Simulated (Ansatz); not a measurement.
Ta₂O₅:
```
Ta2O5
1.0
    6.40993     2.43270     0.00000
   -6.40993     2.43270     0.00000
   -1.32028     0.00000     5.37223
Ta O
4 10
Direct
  0.38665   0.10610   0.76606
  0.10610   0.38665   0.73394
  0.61335   0.89390   0.23394
  0.89390   0.61335   0.26606
  0.44456   0.66505   0.52483
  0.66505   0.44456   0.97517
  0.55544   0.33495   0.47517
  0.33495   0.55544   0.02483
  0.72447   0.13429   0.87243
  0.13429   0.72447   0.62757
  0.27553   0.86571   0.12757
  0.86571   0.27553   0.37243
  0.10312   0.10312   0.75000
  0.89688   0.89688   0.25000
```

Relaxed with r²SCAN. Special points in fractions of this cell's reciprocal vectors: Γ (0.000, 0.000, 0.000); C (0.288, 0.288, 0.000); C2 (-0.288, 0.712, 0.000); Y2 (-0.500, 0.500, 0.000); M2 (-0.500, 0.500, 0.500); D (-0.267, 0.733, 0.500); D2 (0.267, 0.267, 0.500); A (0.000, 0.000, 0.500); L2 (0.000, 0.500, 0.500); V2 (0.000, 0.500, 0.000).

Task: List the band energies nearest the valence-band maximum at these points for plane-wave PAW r²SCAN (Ansatz code).

Result: In eV from the valence-band maximum; about four levels below and three above (degenerate sets whole), none deeper than 8.9 eV; points with the same levels are listed once.

```
k                     below                above
--  -----------------------  -------------------
Γ    -0.62 -0.51 -0.37 0.00       3.96 4.14 4.60
C   -0.56 -0.49 -0.48 -0.25       3.72 4.13 4.58
Y2  -0.53 -0.37 -0.27 -0.05       3.95 3.97 3.97
M2  -0.42 -0.42 -0.26 -0.26  3.89 3.89 5.07 5.07
D   -0.97 -0.97 -0.48 -0.48  4.09 4.09 4.77 4.77
A   -0.56 -0.56 -0.29 -0.29  4.28 4.28 4.73 4.73
L2  -1.05 -0.68 -0.54 -0.47       4.14 4.21 4.46
V2  -0.50 -0.49 -0.34 -0.30       3.72 4.32 4.32
```

Space group C2/c. The start of the workflow was typed in or built on a structure type; neither database checked (COD, Materials Project) lists it. COD files the formula under space group No. 49, so this cell is another polymorph or a model. Whether it is the stable phase at ambient conditions was not checked. Symmetry was held in the r²SCAN relaxation; whether a distortion lowers the energy is not shown. The run is not spin-polarised. Scalar-relativistic: spin–orbit coupling is off unless named, which matters more the heavier the elements.

Potentials: the earlier of the program's two PAW sets.
